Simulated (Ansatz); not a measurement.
# Eu (Cmcm): the volume from the results

The reference geometry is a structure from the Materials Project; nothing is relaxed.

Settings: LDA, 10×10×5 k mesh, Fermi–Dirac smearing of 0.08 eV. PAW means Ansatz 0.2.0 on its default frozen-core files. Site moments are integrated in spheres about the atoms.

The run was typed so:

```yaml
crystal:
  lattice:
    - [1.99706651, -3.47970938, 0.0]
    - [1.99706651, 3.47970938, 0.0]
    - [0.0, 0.0, 6.34072505]
  atoms:
    - { symbol: Eu, position: [0.83686714, 0.16313286, 0.75], spin: 7.0 }
    - { symbol: Eu, position: [0.16313286, 0.83686714, 0.25], spin: 7.0 }
magnetization:
  spin_polarized: true
kpoints:
  mp_grid: { grid: [10, 10, 5] }
scf:
  occupations: { method: fermi_dirac, width: 0.08 }
hamiltonian:
  xc: lda
  pseudopotentials: { kind: paw }
output:
  forces: true
  stress: true
  eigenvalues: true
  populations: true
```

Command: `ansatz run input.yaml --threads 1 --pin off --max-ram 3072MiB --backend cpu --events-out ev --progress --plain --runs-dir out`

The cell is scaled evenly, and every run starts from the same moments. Some of the runs:

```
V/V₀  cell moment (μB)  largest site moment (μB)  F − F(V₀) (meV/atom)  pressure (GPa)
 0.8             14.76                      7.05                  -106            -0.4
0.92             14.91                      7.12                   -59            -2.3
1.04             14.95                      7.16                    35            -3.3
```

Q: Another run of the series gave cell moment (μB) = 14.47, largest site moment (μB) = 6.93, F − F(V₀) (meV/atom) = -49, pressure (GPa) = 3.9. At which V/V₀ was it made?
A. 0.96
B. 1.25
C. 1.1
D. 0.66
E. 0.74
F. 0.86

A: D. V/V₀ = 0.66.

Q: Another run of the series gave cell moment (μB) = 14.86, largest site moment (μB) = 7.09, F − F(V₀) (meV/atom) = -90, pressure (GPa) = -1.5. At which V/V₀ was it made?
A. 1.1
B. 1.25
C. 0.66
D. 0.74
E. 0.96
F. 0.86

A: F. V/V₀ = 0.86.

The whole series:

```tsv
V/V₀	cell moment (μB)	largest site moment (μB)	F − F(V₀) (meV/atom)	pressure (GPa)
0.66	14.47	6.93	-49	3.9
0.74	14.63	7.00	-101	1.0
0.8	14.76	7.05	-106	-0.4
0.86	14.86	7.09	-90	-1.5
0.92	14.91	7.12	-59	-2.3
0.96	14.93	7.14	-32	-2.7
1	14.95	7.15	0	-3.0
1.04	14.95	7.16	35	-3.3
1.1	14.94	7.17	92	-3.6
1.25	14.89	7.18	250	-4.0
```

The PAW files were made with PBE; the program remakes their cores once for the run's functional and then keeps them frozen. Without U a semilocal functional puts the f levels too near the Fermi level, which can change moments and the order of magnetic states; site and cell moments are spin moments. Under strong compression frozen cores are worth checking against an all-electron run. Spin–orbit coupling is left out although heavy atoms are present. With open f shells a run can end in a state that isn't the lowest. These are results for the start and cell typed. The real compound can order otherwise, in a larger cell, or not at all, since semilocal functionals at zero temperature often overstate magnetism.
